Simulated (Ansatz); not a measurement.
This guess for Te2As3 is about to be relaxed.

```cif
data_structure
_symmetry_space_group_name_H-M 'P-4m2'
_symmetry_Int_Tables_number 115
_cell_length_a 3.9875
_cell_length_b 3.9875
_cell_length_c 8.1507
_cell_angle_alpha 90.000
_cell_angle_beta 90.000
_cell_angle_gamma 90.000
_cell_volume 129.60
loop_
_atom_site_label
_atom_site_type_symbol
_atom_site_symmetry_multiplicity
_atom_site_Wyckoff_symbol
_atom_site_fract_x
_atom_site_fract_y
_atom_site_fract_z
_atom_site_occupancy
Te1 Te 2 g 0.50000 0.00000 0.26216 1
As1 As 2 g 0.00000 0.50000 0.36525 1
As2 As 1 b 0.50000 0.50000 0.00000 1
```

Computed with Ansatz, DFT PBE, scalar-relativistic, plane waves, PAW. Cutoff 420 eV, Gaussian smearing, Γ-centred meshes. Cell and atoms relax on a converged mesh. In metals the finer mesh still leaves noise of several meV/atom or more. The steps can't lower the symmetry of their start. No spin polarisation.

A guess keeps its type if space group and coordination stay and the shape of the cell changes little (axis ratios within about 15 %, angles within 6°); the volume may change.

Task: Does it keep its structure type, or change into something else?

Result: It doesn't keep its type. The symmetry stays P-4m2 (No. 115). The volume per atom grows by 4.6 %, from 25.9 to 27.1 Å³. The shortest distance goes from 2.92 Å (Te–As) to 2.71 Å (As–As). The ratio c/a of the conventional cell changes by a factor of 0.99. Counting neighbours within 15 % of an atom's shortest distance, the start has As 4/5, Te 7 and the end As 4/6, Te 6. In detail, at the end Te is surrounded by 4 As at 2.97 Å and 2 As at 3.27 Å; around As on a site of symmetry 2mm lie 2 As at 2.71 Å and 4 Te at 2.97 Å; As on a site of symmetry -4m2 is surrounded by 4 As at 2.71 Å and 4 Te at 3.27 Å.

```
Te As
1.0
     4.05997    0.00000    0.00000
     0.00000    4.05997    0.00000
     0.00000    0.00000    8.22255
Te As
2 3
Direct
  0.50000 0.00000 0.31185
  0.00000 0.50000 0.68815
  0.00000 0.50000 0.21841
  0.50000 0.00000 0.78159
  0.50000 0.50000 0.00000
```

Formation energies are uncorrected and refer to the elements' standard structures at the same level.

Task: At what energy does it end?

Result: +0.26 eV/atom. It can't be a ground state, since the elements alone are lower.

The last run used a 10×10×6 mesh (in the run's order of axes) for its 5-atom cell and Gaussian smearing of 0.10 eV. No dispersion correction is applied, so the spacing and binding between layers, chains or molecules are poorly described. Spin–orbit coupling, which can matter for Te, is left out. An odd number of electrons in the primitive cell allows no gap without spin; a larger cell or a magnetic state could open one. The cell is a metal run without spin; a magnetic state may lie lower. The reference forms of As and Te are held partly by dispersion forces, which this level lacks. A structure relaxed within its symmetry needn't be a true minimum.

In counts of neighbours, a slash parts the counts of unlike sites.
